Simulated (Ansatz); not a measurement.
TiN:
```
CELL_PARAMETERS angstrom
      0.00000     2.08580     2.08580
      2.08580     0.00000     2.08580
      2.08580     2.08580     0.00000
ATOMIC_POSITIONS crystal
  Ti 0.00000 0.00000 0.00000
  N  0.50000 0.50000 0.50000
```

Relaxed with LDA. Special points in fractions of this cell's reciprocal vectors: Γ (0.000, 0.000, 0.000); X (0.500, 0.000, 0.500); U (0.625, 0.250, 0.625); K (0.375, 0.375, 0.750); L (0.500, 0.500, 0.500); W (0.500, 0.250, 0.750).

List the band energies nearest the Fermi level at these points for LDA in the plane-wave PAW code Ansatz.

In eV from the Fermi level; about four levels below and three above (degenerate sets whole), none deeper than 8.9 eV; … stands for higher levels left out; points with the same levels are listed once.

```csv
k,below,above
Γ,-2.04 -2.04 -2.04 -0.67 -0.67 -0.67,…
X,-5.87 -3.31 -3.23 -3.23,1.79 2.62 2.62
U,-5.99 -5.80 -4.60 -0.48,2.17 2.53 4.01
L,-8.36 -5.73 -5.73,1.85 1.85 2.58
W,-5.58 -5.58 -5.55,1.01 1.01 2.62
```

Space group Fm-3m (rock salt). Symmetry was held in the LDA relaxation. No spin polarisation was allowed. With an odd number of electrons in the cell and no spin polarisation, the count alone makes it a metal.

Potentials: the earlier of the program's two PAW sets. The files were generated under PBE; for other functionals the program regenerates the frozen cores, and for LDA and PBEsol the local potential too.
